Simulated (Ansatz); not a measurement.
The start is a generated cell, Te2Mo placed in the anatase structure type. The cell and all atomic positions are relaxed at zero pressure with PBE (plane waves to 420 eV, PAW, scalar-relativistic; Ansatz, a program for electronic structure). The first steps use a coarse 6×6×6 k-mesh.

The start:
```
CELL_PARAMETERS angstrom
     -2.86560     2.86560     7.20300
      2.86560    -2.86560     7.20300
      2.86560     2.86560    -7.20300
ATOMIC_POSITIONS crystal
  Mo 0.50000 0.50000 0.00000
  Mo 0.25000 0.75000 0.50000
  Te 0.29190 0.29190 0.00000
  Te 0.04190 0.54190 0.50000
  Te 0.45810 0.95810 0.50000
  Te 0.70810 0.70810 0.00000
```

What pressure does the first self-consistent step give?

-10 GPa (negative: the cell is under tension).

Which atoms feel the largest initial force, and how large is it?

About 1.0 eV/Å, on Te3, Te4, Te5, Te6 (atoms numbered as listed).

By how much does the energy per atom fall from start to end?

0.33 eV/atom.

How do the shortest distances between atoms change?

The closest pairs of elements (up to four, under 3.6 Å), start → end: Mo–Te 2.93 → 2.72 Å; Te–Te 3.73 → 3.25 Å.

Is the relaxed structure metallic? Give its gap.

No gap (metallic).

What does it relax into? Give the structure.


```cif
data_Mo4Te8
_chemical_formula_sum 'Mo4 Te8'
_space_group_name_H-M_alt 'I41/amd :1'
_space_group_IT_number 141
_space_group_name_Hall 'I 4bw 2bw -1bw'
_cell_length_a 5.19465
_cell_length_b 5.19465
_cell_length_c 14.24406
_cell_angle_alpha 90.000
_cell_angle_beta 90.000
_cell_angle_gamma 90.000
loop_
_atom_site_label
_atom_site_type_symbol
_atom_site_symmetry_multiplicity
_atom_site_Wyckoff_symbol
_atom_site_fract_x
_atom_site_fract_y
_atom_site_fract_z
_atom_site_occupancy
Mo1 Mo 4 b 0.00000 0.00000 0.50000 1
Te1 Te 8 e 0.00000 0.00000 0.30634 1
```
(The calculation used a cell of 6 atoms; values per cell refer to that cell.)

The space group stays I4₁/amd (No. 141) (the run could not lower it), with 6 atoms in the primitive cell. Final values are on a 13×13×13 k-mesh of the relaxed cell. No spin polarisation in the result. A magnetic state may lie lower.

The run could not lose the symmetry of its start, so the end can be a saddle point.

The relaxed structure here is a generated cell of Te2Mo: the first start was made by placing the elements on the sites of a structure type, and the end was not matched to a known phase here, so it may be hypothetical. Known forms of Te2Mo include space group No. 194.
